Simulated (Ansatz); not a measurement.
Level: PBE0, no spin polarisation; 420 eV; 2×2×2 Γ-centred mesh; fermi-dirac occupations (width 0.0257 eV); Ansatz 0.2.0, fixed geometry.

Computed maps in the lattice plane spanned by a (left to right, 4.61 Å, 14 points from zero) and b (bottom to top, 4.61 Å, 14 points from zero), 90° apart, at height 0.000 along c. The fields are smooth PAW ones with compensation charges, not the true ones near nuclei.

Valence density. Digits on a logarithmic scale: 0 up to 0.03 e/Å³, each further digit a factor of 1.6, 9 from 1.3 e/Å³ up:
```
46788764334433
57999975333333
68977986433334
68977986433334
57999975333333
46788764334433
34566543456654
43344334678876
53333335799997
64333346897798
64333346897798
53333335799997
43344334678876
34566543456654
```

ELF. Ten even steps from '0' (0.04) to '9' (0.87):
```
17999971000000
59999995000000
79944997001100
79944997001100
59999995000000
17999971000000
01577510157751
10000001799997
50000005999999
70011007994499
70011007994499
50000005999999
10000001799997
01577510157751
```

**Question.** The cell is BaPCl. Which atoms lie within 0.2 Å of this plane, and where (fractions of a and b)?

**Answer.** Cl at (0.75, 0.25), Cl at (0.25, 0.75). The whole cell:
```
Ba P Cl
1.0
     4.60764    0.00000    0.00000
     0.00000    4.60764    0.00000
     0.00000    0.00000    7.60548
Ba P Cl
2 2 2
Direct
  0.25000 0.25000 0.19110
  0.75000 0.75000 0.80890
  0.25000 0.25000 0.64970
  0.75000 0.75000 0.35030
  0.75000 0.25000 0.00000
  0.25000 0.75000 0.00000
```

Origin: a known structure type with other elements, at an estimated volume, so it need not be a known compound. Caveats: many states at the Fermi level without spin polarisation, so a magnetic state may lie lower; hybrid functional on a coarse k mesh; atoms or cell far from equilibrium.
